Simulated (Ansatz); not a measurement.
Re:
```xyz
4
Lattice="2.7577 0.0000 0.0000 -1.3788 2.3882 0.0000 0.0000 0.0000 8.8993" Properties=species:S:1:pos:R:3 pbc="T T T"
Re     0.0000     0.0000     0.0000
Re     0.0000     0.0000     4.4496
Re     0.0000     1.5921     2.2248
Re     1.3788     0.7961     6.6745
```

Relaxed with PBE+D3(BJ).

**Question.** Which orbitals make up the states near the Fermi level in plane-wave PAW PBE+D3(BJ) (Ansatz code)?

**Answer.** Within 0.5 eV of the Fermi level: Re 5d 88 %, outside the projected shells 6 %. Projections are on Löwdin-orthogonalised atomic valence shells; empty p or d shells of many metals are not among them.

**Question.** Tabulate the density of states.

**Answer.** States/eV per cell of 4 atoms, in 0.25 eV bins, energy from the Fermi level.

| E (eV) | total | Re 5d | Re 6s | Re 5p |
|---|---|---|---|---|
| -7.85 | 0.44 | 0.03 | 0.37 | 0.01 |
| -7.60 | 0.50 | 0.05 | 0.42 | 0.01 |
| -7.35 | 0.59 | 0.09 | 0.47 | 0.02 |
| -7.10 | 0.72 | 0.14 | 0.54 | 0.02 |
| -6.85 | 0.96 | 0.27 | 0.64 | 0.02 |
| -6.60 | 2.27 | 1.30 | 0.90 | 0.03 |
| -6.35 | 2.99 | 1.92 | 0.99 | 0.04 |
| -6.10 | 3.10 | 2.18 | 0.85 | 0.04 |
| -5.85 | 3.41 | 2.55 | 0.79 | 0.04 |
| -5.60 | 3.39 | 2.66 | 0.66 | 0.04 |
| -5.35 | 4.13 | 3.42 | 0.63 | 0.05 |
| -5.10 | 4.49 | 3.93 | 0.48 | 0.05 |
| -4.85 | 3.96 | 3.60 | 0.29 | 0.05 |
| -4.60 | 3.65 | 3.38 | 0.20 | 0.04 |
| -4.35 | 3.12 | 2.90 | 0.15 | 0.04 |
| -4.10 | 3.01 | 2.82 | 0.11 | 0.04 |
| -3.85 | 3.43 | 3.20 | 0.13 | 0.05 |
| -3.60 | 3.58 | 3.30 | 0.16 | 0.05 |
| -3.35 | 3.84 | 3.52 | 0.20 | 0.05 |
| -3.10 | 3.87 | 3.54 | 0.22 | 0.04 |
| -2.85 | 3.80 | 3.48 | 0.19 | 0.04 |
| -2.60 | 4.78 | 4.39 | 0.23 | 0.05 |
| -2.35 | 5.38 | 4.90 | 0.27 | 0.06 |
| -2.10 | 5.58 | 5.05 | 0.29 | 0.06 |
| -1.85 | 4.13 | 3.69 | 0.25 | 0.04 |
| -1.60 | 4.03 | 3.60 | 0.25 | 0.03 |
| -1.35 | 5.65 | 5.15 | 0.31 | 0.03 |
| -1.10 | 5.62 | 5.10 | 0.31 | 0.03 |
| -0.85 | 5.25 | 4.62 | 0.34 | 0.03 |
| -0.60 | 3.87 | 3.45 | 0.21 | 0.02 |
| -0.35 | 3.90 | 3.52 | 0.18 | 0.02 |
| -0.10 | 2.98 | 2.62 | 0.16 | 0.02 |
| 0.15 | 2.52 | 2.18 | 0.14 | 0.01 |
| 0.40 | 2.63 | 2.31 | 0.12 | 0.01 |
| 0.65 | 2.63 | 2.38 | 0.10 | 0.01 |
| 0.90 | 2.96 | 2.71 | 0.10 | 0.01 |
| 1.15 | 3.44 | 3.19 | 0.09 | 0.01 |
| 1.40 | 2.89 | 2.72 | 0.07 | 0.01 |
| 1.65 | 3.05 | 2.87 | 0.06 | 0.00 |
| 1.90 | 2.71 | 2.56 | 0.07 | 0.00 |
| 2.15 | 2.42 | 2.28 | 0.08 | 0.00 |
| 2.40 | 2.44 | 2.30 | 0.08 | 0.00 |

Space group P6_3/mmc (dhcp (α-La type)). The first step of the workflow began from a Materials Project structure, measured or hypothetical. Its sites differ from those of the usual phase in this space group: another stacking or structure type. Symmetry was held in the PBE+D3(BJ) relaxation; whether a distortion lowers the energy is not shown. No spin polarisation was allowed. The pairwise dispersion correction was not fitted to metals. Scalar-relativistic: spin–orbit coupling is off unless named, which matters more the heavier the elements.

Potentials: the earlier of the program's two PAW sets.
